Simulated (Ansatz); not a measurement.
CdTe:
```
CdTe
1.0
    2.92312    -3.48136     0.00000
    2.92312     3.48136     0.00000
    0.00000     0.00000     5.86231
Cd Te
2 2
Cartesian
  2.92312   1.05382   4.39673
  2.92312  -1.05382   1.46558
  2.92312  -1.84224   4.39673
  2.92312   1.84224   1.46558
```

Relaxed with r²SCAN.

**Question.** Map the electron localisation function on the plane through (0.349, 0.651, 0.750) spanned by u = [1, 1, 0] and v = [1, -1, 0] in lattice vectors, from the program Ansatz at the r²SCAN level (PAW).

**Answer.** x is the fraction of u, y of v (the angle between them is 90°; rows are the nearest grid lines); atoms in the plane: Cd at (0.00, 0.00), Cd at (0.50, 0.50), Te at (0.00, 0.42), Te at (0.50, 0.92).
```
y \ x   0.000  0.103  0.172  0.276  0.379  0.448  0.552  0.621  0.724  0.828  0.897   1.00
------  -----  -----  -----  -----  -----  -----  -----  -----  -----  -----  -----  -----
1.00    0.921  0.511  0.206  0.599  0.534  0.312  0.312  0.534  0.599  0.206  0.511  0.921
0.914   0.517  0.343  0.141  0.669  0.357  0.010  0.010  0.357  0.669  0.141  0.343  0.517
0.857   0.272  0.166  0.149  0.645  0.436  0.108  0.108  0.436  0.645  0.149  0.166  0.272
0.771   0.071  0.063  0.082  0.441  0.632  0.569  0.569  0.632  0.441  0.082  0.063  0.071
0.686   0.202  0.125  0.059  0.114  0.268  0.264  0.264  0.268  0.114  0.059  0.125  0.202
0.629   0.695  0.606  0.343  0.118  0.161  0.245  0.245  0.161  0.118  0.343  0.606  0.695
0.543   0.525  0.614  0.717  0.172  0.407  0.653  0.653  0.407  0.172  0.717  0.614  0.525
0.457   0.008  0.318  0.606  0.246  0.398  0.652  0.652  0.398  0.246  0.606  0.318  0.008
0.371   0.010  0.315  0.561  0.370  0.165  0.297  0.297  0.165  0.370  0.561  0.315  0.010
0.314   0.340  0.484  0.615  0.328  0.114  0.142  0.142  0.114  0.328  0.615  0.484  0.340
0.229   0.652  0.611  0.450  0.082  0.037  0.043  0.043  0.037  0.082  0.450  0.611  0.652
0.143   0.198  0.151  0.140  0.113  0.444  0.598  0.598  0.444  0.113  0.140  0.151  0.198
0.0857  0.515  0.345  0.159  0.328  0.723  0.693  0.693  0.723  0.328  0.159  0.345  0.515
0.000   0.921  0.511  0.206  0.599  0.534  0.312  0.312  0.534  0.599  0.206  0.511  0.921
```

The density is the valence pseudo-density with augmentation charge, so density and ELF within about 1 Å of a nucleus are not all-electron values.

Space group Cmcm. The workflow started from a Materials Project entry (that database holds measured and hypothetical structures alike); the Crystallography Open Database copy checked does not list it. It is not the phase usual at ambient conditions (space group No. 216). Symmetry was held in the r²SCAN relaxation; whether a distortion lowers the energy is not shown. Spin–orbit coupling is left out wherever it is not named.

Potentials: the later of the program's two PAW sets.
